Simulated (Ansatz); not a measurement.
# Zincblende alloy of GaAs and GaBi (6 of 32 As sites exchanged), 64 atoms

Ansatz, PAW, plane waves. PBEsol relaxation of volume and atoms (shape held) at the single k point (¼, ¼, ¼) without its symmetry partners; single points on the relaxed atoms at the single k point (¼, ¼, ¼) without its symmetry partners, onto which points of the small cell's zone fold. Arrangement: random. No spin–orbit coupling unless named.

Relaxed structure:

```
CELL_PARAMETERS angstrom
11.56259 0.00000 0.00000
0.00000 11.56259 0.00000
0.00000 0.00000 11.56259
ATOMIC_POSITIONS crystal
Ga 0.00707 0.01190 0.98894
Ga 0.00957 0.99182 0.50675
Ga 0.00083 0.50317 0.01912
Ga 0.99720 0.50030 0.49936
Ga 0.49828 0.00104 0.99811
Ga 0.50754 0.99294 0.50894
Ga 0.50808 0.49093 0.00715
Ga 0.49963 0.50220 0.49719
Ga 0.26345 0.24224 0.00725
Ga 0.24156 0.25735 0.50695
Ga 0.24149 0.75841 0.00792
Ga 0.25487 0.75073 0.49792
Ga 0.75312 0.24934 0.99845
Ga 0.74005 0.25741 0.50603
Ga 0.72787 0.75002 0.99836
Ga 0.75318 0.74869 0.49961
Ga 0.24212 0.99080 0.24289
Ga 0.25457 0.00234 0.75035
Ga 0.25482 0.50028 0.25334
Ga 0.25004 0.50160 0.73085
Ga 0.73158 0.99919 0.24922
Ga 0.75190 0.00072 0.75167
Ga 0.75151 0.50195 0.25334
Ga 0.74206 0.49128 0.74147
Ga 0.00928 0.25735 0.24328
Ga 0.98797 0.24236 0.74033
Ga 0.00662 0.74141 0.26362
Ga 0.00954 0.75816 0.74299
Ga 0.50948 0.25918 0.24420
Ga 0.49846 0.24876 0.75187
Ga 0.49677 0.74828 0.25222
Ga 0.50800 0.75764 0.74191
As 0.12898 0.12519 0.12246
As 0.12487 0.12376 0.62785
As 0.12915 0.62629 0.13513
As 0.12526 0.62863 0.61582
As 0.62270 0.12792 0.11973
As 0.62510 0.12544 0.63002
As 0.62145 0.62258 0.13060
As 0.62559 0.62500 0.62049
As 0.37831 0.37556 0.12790
As 0.37852 0.37474 0.62121
As 0.37566 0.87484 0.12487
As 0.37575 0.87513 0.62528
As 0.87309 0.37535 0.12884
As 0.87150 0.37461 0.62113
As 0.87611 0.87555 0.62522
As 0.37801 0.12331 0.87475
As 0.37567 0.62507 0.37582
As 0.87284 0.12598 0.87169
As 0.87475 0.62270 0.37820
As 0.12510 0.38015 0.37571
As 0.12858 0.87109 0.37753
As 0.12847 0.88125 0.87262
As 0.62520 0.38043 0.37551
As 0.62574 0.37020 0.87466
As 0.62253 0.86962 0.37806
As 0.62136 0.88080 0.87169
Bi 0.87661 0.87359 0.12328
Bi 0.37536 0.12495 0.37465
Bi 0.37630 0.62644 0.87581
Bi 0.87514 0.12555 0.37621
Bi 0.87262 0.62585 0.87351
Bi 0.12501 0.37160 0.87469
```

Question: What are the mean bond lengths by pair (pairs within 1.2 times the sum of covalent radii, less contacts 15 % beyond the pair's median; cation–cation pairs of compounds aside; long ionic contacts are cut short by that bound)?

Answer: As–Ga 2.470 ± 0.019 Å (standard deviation, 104 bonds); Bi–Ga 2.662 ± 0.012 Å (standard deviation, 24 bonds).

Question: What gap lies between the top filled and the lowest empty level in the single points?

Answer: r²SCAN 1.20 eV (8.3 s on NVIDIA GB300). Away from Γ this isn't the crystal's band gap.
